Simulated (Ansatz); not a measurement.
Al:
```xyz
2
Lattice="2.8315 0.0000 0.0000 -1.4158 2.4522 0.0000 0.0000 0.0000 4.6117" Properties=species:S:1:pos:R:3 pbc="T T T"
Al     1.4158     0.8174     3.4588
Al     0.0000     1.6348     1.1529
```

Relaxed with r²SCAN.

Problem. Map the valence electron density (e/Å³), cut off at 0.2 on the plane through (0.667, 0.333, 0.750) spanned by u = [1, 1, 0] and v = [1, -1, 0] in lattice vectors, from the program Ansatz at the r²SCAN level (PAW).

Solution. x is the fraction of u, y of v (the angle between them is 90°; rows are the nearest grid lines); atoms in the plane: Al at (0.00, 0.00), Al at (0.50, 0.50).
```
|   -#@@@@@@@#-   |
|  .-#@@@@@@@#-.  |
|..-*@@@@@@@@@*-..|
|=+*%@@@@%@@@@%*+=|
|@@@@@@@%%%@@@@@@@|
|@@@@@@@%%%@@@@@@@|
|@@@@@@@@@@@@@@@@@|
|@@@@@@@@@@@@@@@@@|
|@@@@@@%#*#%@@@@@@|
|@@@@@#+-:-+#@@@@@|
|@@@@@+:   :+@@@@@|
|@@@@#-     -#@@@@|
|@@@@#-     -#@@@@|
|@@@@%=.   .=%@@@@|
|@@@@@#=-:-=#@@@@@|
|%%@@@@%###%@@@@%%|
|%%@@@@@@@@@@@@@%%|
|@@@@@@@@@@@@@@@@@|
|@@@@@@@@@@@@@@@@@|
|%@@@@@@@@@@@@@@@%|
|=+*@@@@@@@@@@@*+=|
|..-*@@@@@@@@@*-..|
|  .=%@@@@@@@%=.  |
|   -#@@@@@@@#-   |
```
Scale: ten equal steps from 0.058 (start of ' ') to 0.200 (end of '@'), in the order ' .:-=+*#%@'; x runs from 0.000 to 1.00, y from 0.000 (bottom) to 1.00 (top).

The density is the valence pseudo-density with augmentation charge, so density and ELF within about 1 Å of a nucleus are not all-electron values.

Space group P6_3/mmc (hcp (Mg type)). The workflow started from a Materials Project entry (that database holds measured and hypothetical structures alike); the Crystallography Open Database copy checked does not list it. It is not the phase usual at ambient conditions (space group No. 225). The r²SCAN relaxation kept the symmetry of its start; of distortions, only those at the zone centre were tested.

Potentials: the later of the program's two PAW sets.
